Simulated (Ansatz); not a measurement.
What DFT gives for SnSb2Se2

```yaml
crystal:
  lattice:
    - [0.00000, 4.13220, 0.00000]
    - [5.61015, -2.06610, 0.00000]
    - [-0.04922, 2.06610, -11.79084]
  atoms:
    - { symbol: Sb, position: [0.95480, 0.73410, 0.82450] }
    - { symbol: Sb, position: [0.04520, 0.26590, 0.17550] }
    - { symbol: Sb, position: [0.81190, 0.22590, 0.60210] }
    - { symbol: Sb, position: [0.18810, 0.77410, 0.39790] }
    - { symbol: Sn, position: [0.39420, 0.77280, 0.98440] }
    - { symbol: Sn, position: [0.60580, 0.22720, 0.01560] }
    - { symbol: Se, position: [0.21140, 0.18520, 0.76240] }
    - { symbol: Se, position: [0.78860, 0.81480, 0.23760] }
    - { symbol: Se, position: [0.59370, 0.77900, 0.59160] }
    - { symbol: Se, position: [0.40630, 0.22100, 0.40840] }
```

Single point in Ansatz 0.2.0 with r2SCAN, no spin polarisation. Cutoff 500 eV, PAW datasets, 5×5×5 Γ-centred k mesh, fermi-dirac filling (width 0.1 eV).

Forces: The largest is on Sn5 (and as large on other atoms): 2.36 eV/Å, components (-2.36, 0.00, 0.05). It makes 173° with the line to a nearest neighbour, Sn6 at 2.57 Å, pointing away from it.
Electronic structure: It is a metal, with about 4.6 states/eV a cell as the mean within 0.25 eV of the Fermi level, mostly Sb p (35 %), Sn p (29 %) and Se p (24 %).
Formation energy: 0.00 eV an atom against the elements' usual phases (free molecules for gases, crystals otherwise, with no correction for O₂ or N₂), too near zero to call. Relaxing would lower it.
Contacts: Sb–Se at 2.51 Å: least valence density 0.57 e/Å³ and ELF 0.59 there. Sn–Sn at 2.57 Å: least valence density 0.48 e/Å³ and ELF 0.54 there. Sb–Sn at 2.80 Å: least valence density 0.39 e/Å³ and ELF 0.63 there. These are pseudo-fields; inside the PAW spheres they differ from the all-electron ones.
Stress: The pressure is 3.9 GPa (compression positive), so with the atoms held at these fractions the cell would first expand; the forces are large, so a full relaxation may end otherwise. The principal stresses 1.5, 3.2, 7.0 GPa differ, so its shape would change too.

Origin: a known structure type with other elements, at an estimated volume, so it need not be a known compound. Caveats: many states at the Fermi level without spin polarisation, so a magnetic state may lie lower; the k mesh is coarse if the cell is a metal; atoms or cell far from equilibrium.
